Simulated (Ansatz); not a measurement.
A relaxation of cell and atoms of Zn2AsP3 placed in the structure of Cu2GeS3 (space group No. 44) with the plane-wave code Ansatz, at the level PBEsol. It starts from a guessed cell.

```yaml
crystal:
  lattice:
    - [-2.01477097, 5.97485597, 2.83475236]
    - [2.01477097, -5.97485597, 2.83475236]
    - [2.01477097, 5.97485597, -2.83475236]
  atoms:
    - { symbol: Zn, position: [0.42682841, 0.26013273, 0.16669568] }
    - { symbol: Zn, position: [0.09343705, 0.26013273, 0.83330432] }
    - { symbol: As, position: [0.72944476, 0.22944476, 0.5] }
    - { symbol: P, position: [0.33632323, 0.00413912, 0.33218411] }
    - { symbol: P, position: [0.67195501, 0.00413912, 0.66781589] }
    - { symbol: P, position: [0.00100953, 0.00100953, 0.0] }
kpoints:
  mp_grid: { grid: [6, 6, 6] }
hamiltonian:
  xc: pbesol
scf:
  occupations: { method: fermi_dirac, width: 0.03 }
relax:
  f_tol: 0.01
  cell: {}
  max_steps: 120
```

The trajectory has 6 recorded frames, each with fractional positions and then forces in eV/Å along x, y and z. The last, and any step after a large change of cell, is solved on a basis re-selected at its cell; pressure is positive in compression.

Step 1: energy 0.0 meV/atom from step 1, largest force component 0.340 eV/Å, pressure -8.27 GPa; a = 6.913 Å, b = 6.913 Å, c = 6.913 Å, α = 146.11°, β = 60.41°, γ = 131.59°
```
Zn 0.4268 0.2601 0.1667     0.000   0.050   0.057
Zn 0.0934 0.2601 0.8333     0.000  -0.050   0.057
As 0.7294 0.2294 0.5000     0.000   0.000   0.340
P  0.3363 0.0041 0.3322     0.000   0.196  -0.068
P  0.6720 0.0041 0.6678     0.000  -0.196  -0.068
P  0.0010 0.0010 0.0000     0.000   0.000  -0.319
```

Step 2: energy -85.9 meV/atom from step 1, largest force component 0.291 eV/Å, pressure -2.52 GPa; a = 6.650 Å, b = 6.650 Å, c = 6.650 Å, α = 145.77°, β = 60.54°, γ = 131.69°
```
Zn 0.4256 0.2588 0.1668     0.000   0.035   0.027
Zn 0.0920 0.2588 0.8332     0.000  -0.035   0.027
As 0.7415 0.2415 0.5000     0.000   0.000  -0.256
P  0.3361 0.0022 0.3339     0.000  -0.080  -0.044
P  0.6683 0.0022 0.6661     0.000   0.080  -0.044
P  0.9955 0.9955 0.0000     0.000   0.000   0.291
```

Step 3: energy -92.3 meV/atom from step 1, largest force component 0.088 eV/Å, pressure +1.04 GPa; a = 6.566 Å, b = 6.566 Å, c = 6.566 Å, α = 145.99°, β = 60.11°, γ = 132.02°
```
Zn 0.4271 0.2594 0.1677     0.000  -0.025  -0.019
Zn 0.0917 0.2594 0.8323     0.000   0.025  -0.019
As 0.7369 0.2369 0.5000     0.000   0.000   0.088
P  0.3326 0.0005 0.3321     0.000   0.066   0.014
P  0.6684 0.0005 0.6679     0.000  -0.066   0.014
P  0.0024 0.0024 0.0000     0.000   0.000  -0.078
```

Step 4: energy -93.4 meV/atom from step 1, largest force component 0.007 eV/Å, pressure -0.06 GPa; a = 6.585 Å, b = 6.585 Å, c = 6.585 Å, α = 145.83°, β = 60.29°, γ = 131.93°
```
Zn 0.4267 0.2593 0.1675     0.000   0.004   0.006
Zn 0.0918 0.2593 0.8325     0.000  -0.004   0.006
As 0.7386 0.2386 0.5000     0.000   0.000  -0.002
P  0.3334 0.0005 0.3328     0.000  -0.001  -0.007
P  0.6677 0.0005 0.6672     0.000   0.001  -0.007
P  0.0008 0.0008 0.0000     0.000   0.000   0.005
```

Step 5: energy -93.4 meV/atom from step 1, largest force component 0.004 eV/Å, pressure 0.00 GPa; a = 6.585 Å, b = 6.585 Å, c = 6.585 Å, α = 145.82°, β = 60.25°, γ = 131.98°
```
Zn 0.4268 0.2593 0.1675     0.000   0.001   0.003
Zn 0.0918 0.2593 0.8325     0.000  -0.001   0.003
As 0.7386 0.2386 0.5000     0.000   0.000   0.000
P  0.3332 0.0004 0.3328     0.000   0.001  -0.004
P  0.6676 0.0004 0.6672     0.000  -0.001  -0.004
P  0.0010 0.0010 0.0000     0.000   0.000   0.002
```

Step 6: energy -92.8 meV/atom from step 1, largest force component 0.004 eV/Å, pressure -0.02 GPa; a = 6.585 Å, b = 6.585 Å, c = 6.585 Å, α = 145.82°, β = 60.25°, γ = 131.98°
```
Zn 0.4268 0.2593 0.1675     0.000   0.001   0.003
Zn 0.0918 0.2593 0.8325     0.000  -0.001   0.003
As 0.7386 0.2386 0.5000     0.000   0.000   0.001
P  0.3332 0.0004 0.3328     0.000   0.001  -0.004
P  0.6676 0.0004 0.6672     0.000  -0.001  -0.004
P  0.0010 0.0010 0.0000     0.000   0.000   0.001
```

In 5 steps the volume changed by -13.5 %; between the first SCF and the last, each on a basis chosen for its cell, the energy fell by 92.8 meV an atom. Final cell: the symmetry is Imm2 (No. 44, orthorhombic); conventional cell a = 3.870 Å, b = 11.391 Å, c = 5.358 Å, 19.68 Å³ an atom. Zn is surrounded by 4 P at 2.33–2.36 Å; As is surrounded by 4 P at 2.29–2.39 Å; P is surrounded by 1 As at 2.29 Å and 3 Zn at 2.33–2.34 Å; P is surrounded by 2 Zn at 2.36 Å and 2 As at 2.39 Å.

Run as `ansatz run input.yaml --threads 2 --pin off --max-ram 29491MiB --backend cpu --events-out ev --progress --plain --runs-dir out`. It took 47 s on 2 threads of AMD EPYC 7R13 Processor (Zen 3), with other jobs on the host, load about 2.2 per core; peak host memory 0.65 GiB.

The cell comes from a prototype generator: it can be a known phase or a hypothetical one. Spin polarisation is off.

Where bands overlap the cell is a metal at that level, and these k meshes limit energies, forces and stress. Overlaps of a few tenths of an eV in semilocal functionals can be an artefact that a hybrid or GW lifts.
